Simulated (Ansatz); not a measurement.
# Cold compression of SnSe (zincblende type)

```
CELL_PARAMETERS angstrom
0.00000 3.32572 3.32572
3.32572 0.00000 3.32572
3.32572 3.32572 0.00000
ATOMIC_POSITIONS crystal
Sn 0.00000 0.00000 0.00000
Se 0.25000 0.25000 0.25000
```

The cell comes from a relaxation on PAW files under the same functional, begun from a prototype that needn't be the stable phase.

Its volume is scaled at fixed shape and fractional positions.

Computed with Ansatz 0.2.0; functional PBEsol, scalar-relativistic. Settings: a Γ-centred 12×12×12 k mesh, Fermi–Dirac smearing of 0.08 eV, no spin polarisation. Methods: LAPW: all electrons, basis error target 1 meV/atom; PAW: frozen-core files, cutoff 420 eV; crystal datasets: all electrons, by PAW datasets that the program makes for each cell; norm-conserving: pseudopotentials, cutoff 1170 eV; PAW (cutoff 1000 eV): frozen-core files, cutoff 1000 eV.

Energies are extrapolated to zero smearing and count from the unscaled cell; pressure is positive in compression; gaps take the mesh and a band path. No temperature or zero-point motion is included.

Spin–orbit coupling is left out, which matters for the heavy atoms. The PAW files were made under PBE. The structure type is held throughout; the real material can change phase at far lower pressure.

```
V/V0  V (Å³/atom)  P LAPW (GPa)  ΔE LAPW (eV/atom)  P PAW − LAPW (GPa)  ΔE PAW − LAPW (meV/atom)
1.00        36.78          0.02              0.000                0.00                       0.0
0.94        34.58          2.22              0.016                0.00                       0.0
0.88        32.37          5.10              0.065                0.00                       0.0
0.80        29.43         10.63              0.206                0.00                       0.1
0.72        26.48         19.27              0.474                0.00                       0.2
0.64        23.54             ?                  ?                   ?                         ?
0.55        20.23          61.5              1.893                0.05                       1.1
```

(1) Fit the Vinet equation to the LAPW pressures shown (residuals weighted by 1/(|P| + 0.03·Pmax)), and predict the pressure of the withheld row.

(2) At the smallest volume, how far do crystal datasets and norm-conserving and PAW (cutoff 1000 eV) lie from LAPW in pressure?

(3) How do the Löwdin populations by LAPW change from the unscaled cell to the last row?

Answers

(1) The fit gives V0 = 36.82 Å³/atom, B0 = 29.6 GPa and B0′ = 4.42. At 23.54 Å³/atom, x = (V/V0)^(1/3) = 0.8615, and P = 3·B0·(1 − x)/x²·exp[1.5·(B0′ − 1)·(1 − x)] = 33.8 GPa. The run itself gave 33.2 GPa (+1.8 % off) and ΔE = 0.945 eV/atom.

(2) crystal datasets: 0.00 GPa; norm-conserving: +0.08 GPa; PAW (cutoff 1000 eV): +0.02 GPa, on a LAPW pressure of 61.5 GPa.

(3) Sn 5s 1.90 → 1.48, Sn 5p 1.78 → 2.40, Se 4s 1.84 → 1.75, Se 4p 4.44 → 4.21 electrons an atom. These are projections on the shells that the free atoms fill; 0.06 e a cell lies outside them at the start and 0.22 e at the end.
